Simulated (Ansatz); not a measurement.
Total density of states per atom from PBE (plane waves, PAW; program Ansatz), in 0.25 eV bins, energy from the Fermi level:

```
E (eV) | states/eV/atom
    -7.85 |  0.00
    -7.60 |  0.00
    -7.35 |  0.00
    -7.10 |  0.00
    -6.85 |  0.00
    -6.60 |  0.00
    -6.35 | #### 0.12
    -6.10 | ################### 0.56
    -5.85 | ############### 0.46
    -5.60 | ################## 0.55
    -5.35 | ######### 0.28
    -5.10 | ##### 0.14
    -4.85 | ######## 0.24
    -4.60 | ###################### 0.66
    -4.35 | ################# 0.51
    -4.10 | ####### 0.22
    -3.85 | ######## 0.24
    -3.60 | ########## 0.30
    -3.35 | ########### 0.34
    -3.10 | ############## 0.41
    -2.85 | ################## 0.55
    -2.60 | ####################### 0.68
    -2.35 | ################### 0.58
    -2.10 | #################### 0.61
    -1.85 | ########################### 0.82
    -1.60 | ######################### 0.76
    -1.35 | ############################ 0.83
    -1.10 | ############################## 0.90
    -0.85 | ########################## 0.78
    -0.60 | ########### 0.34
    -0.35 | #### 0.11
    -0.10 | # 0.02
     0.15 |  0.00
     0.40 |  0.00
     0.65 | # 0.02
     0.90 | ### 0.10
     1.15 | ############# 0.40
     1.40 | ################### 0.58
     1.65 | ########## 0.31
     1.90 | ############ 0.36
     2.15 | ############################## 0.90
     2.40 | ######################## 0.72
     2.65 | ###################### 0.66
     2.90 | #################### 0.59
     3.15 | ##################### 0.63
     3.40 | #################### 0.60
     3.65 | #################### 0.61
     3.90 | ######### 0.27
     4.15 | ################### 0.57
     4.40 | ############################ 0.85
     4.65 | ################## 0.52
```

Task: Which of these materials gives this?
A) InSe, P6_3/mmc (In on 4f, Se on 4f)
B) InP, P6_222 (In on 3c, P on 3d)
C) InMo2C, P6_3/mmc (In on 2d, Mo on 4f, C on 2a)
D) ZnIn2O4, I-4 (In on 2b, In on 2d, Zn on 2a, O on 8g)

Result: B, InP, P6_222 (In on 3c, P on 3d). Within 0.5 eV of the Fermi level: P 3p 78 %, In 5p 16 %. Projections are on Löwdin-orthogonalised atomic valence shells; empty p or d shells of many metals are not among them.

The start of the workflow was typed in or built on a structure type; neither database checked (COD, Materials Project) lists it. It is not the phase usual at ambient conditions (space group No. 216). Symmetry was held in the PBE relaxation; its stability against distortions is not shown here. Spin–orbit coupling is left out wherever it is not named.

Potentials: the earlier of the program's two PAW sets.
